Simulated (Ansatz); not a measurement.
## InSe: a prediction, then the measurements

These are results of DFT PBE+D3(BJ), scalar-relativistic, plane waves, PAW (Ansatz 0.2.0), not measurements.

Cutoff 420 eV; k points 12×12×2 on the computed 8-atom cell (Γ-centred); Gaussian smearing, width 0.02 eV; no spin polarisation.

Relaxed structure, symmetry kept:

```
In Se
1.0
     4.03177    0.00000    0.00000
    -2.01589    3.49162    0.00000
     0.00000    0.00000   16.76237
In Se
4 4
Direct
  0.33333 0.66667 0.16666
  0.66667 0.33333 0.66666
  0.33333 0.66667 0.33334
  0.66667 0.33333 0.83334
  0.33333 0.66667 0.58987
  0.66667 0.33333 0.08987
  0.33333 0.66667 0.91013
  0.66667 0.33333 0.41013
```

| Item | Value |
| --- | --- |
| Space group | P6_3/mmc (No. 194) |
| Volume per atom | 29.50 Å³ |
| Kohn–Sham band gap | 0.37 eV, direct at Γ |
| Löwdin character of the top 1 eV of the valence band | Se 4p 69 %, In 5p 21 %, In 5s 7 % |
| Löwdin character of the lowest 1 eV of the conduction band | Se 4p 32 %, In 5s 30 %, In 5p 26 %, Se 4s 8 %, unprojected 4 % |
| Electron masses at the edge by Cartesian direction of the standard setting (m_e; degenerate bands sorted by energy; no spin-orbit coupling) | x: 0.11; y: 0.11; z: 0.044 |
| Hole masses at the edge by Cartesian direction of the standard setting (m_e; degenerate bands sorted by energy; no spin-orbit coupling) | x: 2.9; y: 2.9; z: 0.044 |
| Bader charges (e) | In (4 in the cell) 0.69, Se (4 in the cell) -0.69 |

**What was measured.**

“Indium selenide: an insight into electronic band structure and surface excitations”, 2017, pmc:5469805 reports, for a bulk crystal of InSe: lattice constant a 4.005 ± 0.004 Å; lattice constant c 16.66 ± 0.004 Å.

Against the measured lattice constant a of InSe, 4.005 Å (the paper above), the calculated 4.032 Å is off by +0.7 %. A measured lattice constant c of InSe is 16.66 Å (the paper above); the calculated 16.762 Å misses it by +0.6 %. The calculation is for 0 K without zero-point motion.